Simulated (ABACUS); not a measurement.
A self-consistent single point of Ge (P1, 8 atoms in the cell; from Materials Project mp-1091415, changed as shown).

```yaml
crystal:
  lattice:
    - [4.00312, 0.00000, 0.00000]
    - [-2.00156, 3.46680, 0.00000]
    - [0.00000, 0.00000, 13.15671]
  atoms:
    - { symbol: Ge, position: [0.00000, 0.00000, 0.40685] }
    - { symbol: Ge, position: [0.00000, 0.00000, 0.59315] }
    - { symbol: Ge, position: [0.00000, 0.00000, 0.90685] }
    - { symbol: Ge, position: [0.00000, 0.00000, 0.09315] }
    - { symbol: Ge, position: [0.33333, 0.66667, 0.34406] }
    - { symbol: Ge, position: [0.66667, 0.33333, 0.65594] }
    - { symbol: Ge, position: [0.66667, 0.33333, 0.84406] }
    - { symbol: Ge, position: [0.31335, 0.66667, 0.15594] }
```

Computed with PBEsol, PseudoDojo 0.4 standard norm-conserving PBEsol (tails mended) pseudopotentials (plane waves; ABACUS 3.10.1).

ABACUS settings:

| setting | value |
|---|---|
| KPT | MP 5 5 1 0 0 0 |
| basis_type | pw |
| dft_functional | PBESOL |
| ecutwfc | 78 Ry |
| smearing_method | mp |
| smearing_sigma | 0.00734986 Ry |
| potentials | PseudoDojo 0.4 standard norm-conserving PBEsol (tails mended) |
| symmetry | 1 |
| symmetry_prec | 1e-05 |
| ks_solver | dav |
| scf_nmax | 100 |
| scf_thr | 1.0e-09 Ry |
| mixing_type | broyden |
| mixing_beta | 0.7 |

Results:

Number of valence electrons: 112
Number of bands: 68
Number of k-points after the program's reduction: 13
Number of plane waves (most at a k-point): 14433
Number of SCF iterations: 9
FFT grid: 45 × 45 × 144
Free energy E − TS: -19418.0851 eV
Pressure: 0.47 GPa
Largest force (vector length): 0.790 eV/Å

Forces (eV/Å):
```csv
atom,Fx,Fy,Fz
Ge1,0.031,0.002,0.063
Ge2,-0.005,0.000,-0.060
Ge3,-0.041,0.001,0.062
Ge4,-0.732,0.075,-0.127
Ge5,-0.065,0.001,-0.051
Ge6,-0.010,-0.001,0.038
Ge7,0.043,-0.002,-0.039
Ge8,0.778,-0.077,0.114
```

Stress (GPa, positive for compression):
```
 1.22  -0.57   0.43
-0.57   1.15  -0.05
 0.43  -0.05  -0.96
```

For comparison: a first run was changed to give this one (atom 8 moved by -0.08 angstrom along x), and from it to this one the free energy goes up by 3.8 meV/atom, the pressure hardly changes (0.45 to 0.47 GPa) and the largest force goes from 0.080 to 0.790 eV/Å.

The structure comes from a collection of computed structures, made at another level of theory; the collection holds predicted forms beside known ones. No clean gap shows at this smearing width and mesh (spacing up to 0.48 Å⁻¹); the mesh is coarse for partly filled bands, so the values carry mesh errors. Semi-local functionals can close small gaps.

Cost on one core: about 2.1 core-minutes (a rough figure).

“Tails mended”: in these copies of the files the far tail of each local potential was reset to the Coulomb form.
